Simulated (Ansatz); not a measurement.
A geometry of NiSb away from equilibrium: step 4 of the relaxation of a relaxed NiSb cell with every coordinate shifted by Gaussian noise of σ = 0.3 Å. The numbers are results of PBEsol (plane waves to 420 eV, PAW, scalar-relativistic; Ansatz, a first-principles code), not measurements. Γ-centred k-mesh 10×10×7 on the run's cell (coarser than for final values), Fermi–Dirac smearing 0.05 eV.

```
NiSb
1.0
    3.93744    -0.02184    -0.00560
   -1.98763     3.35822     0.00429
   -0.00725     0.00223     5.03060
Ni Sb
2 2
Cartesian
 -0.17930   0.05397  -0.11907
 -0.03128  -0.01535   2.44565
 -0.14166   2.24829   1.12284
  1.93536   1.13899   3.74635
```

**Question.** Which atoms carry the largest force, and which way does it point?

**Answer.** 1.13 eV/Å, on Sb4 (atoms numbered as listed); on Sb4 its components are (-0.80, -0.09, -0.79).

**Question.** What is the pressure?

**Answer.** +3.2 GPa, compression positive.

No spin polarisation in the result. A magnetic state may lie lower.
